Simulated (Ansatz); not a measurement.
An element in the fcc structure gives these cold pressures by all-electron LAPW under PBE (Ansatz 0.2.0, scalar-relativistic, no spin polarisation).

```
V (Å³/atom)  P (GPa)
      14.05    -0.04
      13.34    15.01
      11.94     63.2
      10.53    152.7
       9.13    323.1
       7.72    663.2
       6.32     1394
       5.62     2069
```

Problem. Which element is it?

Solution. Rh. Its zero-pressure volume in this structure is near 14.0 Å³/atom; the volume and the steepness of P(V) together point to it, though neighbours can come close. Neighbours weren't tried against these numbers.
